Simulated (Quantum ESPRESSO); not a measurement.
# Planted mistakes on one cell of Ga3S3P

These are calculations, not measurements. They come from pw.x of Quantum ESPRESSO 7.5, a plane-wave density functional program, with PseudoDojo standard norm-conserving files (v0.5 for PBE, v0.4.1 for LDA and PBEsol). The cells are made up: elements, strain and atom displacements were drawn at random, and nothing was relaxed. There is no spin polarisation, spin-orbit coupling or dispersion term.

The cell has 8 sites of a zincblende or diamond lattice. Sites 1 to 4 hold empty Ga Ga Ga; sites 5 to 8 hold S P S S. Cell vectors in Å: (5.392, -0.041, -0.041); (-0.041, 5.426, 0.052); (-0.041, 0.052, 5.333). Settings: PBE, cutoff 1088 eV, 4 x 4 x 4 k mesh shifted by half a step, Fermi-Dirac smearing of 0.025 eV.

The intended run has a self-consistency threshold of 1e-07 eV, a smearing term of 0.000 eV, a pressure of 1.23 GPa and 10 iterations. Each further run changes one thing: all lengths scaled by 1.0086; atoms of sites 6 and 8 exchanged; cutoff 804 eV; files of LDA; k mesh 1 x 1 x 1; one electron added; smearing 0.5 eV; threshold 0.2 eV. A coarse mesh keeps the shift, and a charged cell sits in a uniform background.

```
run,change of free energy (eV),smearing term -TS (eV),change of P (GPa),largest change of a force component (eV/Å),iterations
A,5.932,0.000,7.43,0.404,12
B,7.812,-0.009,14.66,0.332,11
C,0.085,0.000,0.67,1.338,3
D,-0.296,-0.993,0.81,0.168,10
E,0.170,0.000,-0.04,1.163,10
F,-0.010,0.000,-1.66,0.140,10
G,3.747,0.000,-4.87,0.189,10
H,2.331,0.000,-24.22,0.003,10
```

A rerun of the intended cell at 1377 eV and k mesh 6 x 6 x 6 moved values by no more than 0.003 eV in the cell's energy, 0.02 GPa in stress and 0.002 eV/Å in force.

Question: which change belongs to which run?

## Worked reading

Run C has the fewest iterations, as a run stopped early does. Run D has the largest smearing term, as wide smearing gives. Run H has a higher energy and the largest fall in pressure, as too small a basis gives. Run F changes the volume by a factor of 1.0260; minus its pressure change over the logarithm of that factor, 65 GPa, is a rough bulk modulus with clamped atoms. Energies from files of another functional, or of a charged cell, have another zero and say nothing on stability; the pressure of a charged cell rests on the program's zero of potential too.

## Key

```
run,change
A,k mesh 1 x 1 x 1
B,one electron added
C,threshold 0.2 eV
D,smearing 0.5 eV
E,atoms of sites 6 and 8 exchanged
F,all lengths scaled by 1.0086
G,files of LDA
H,cutoff 804 eV
```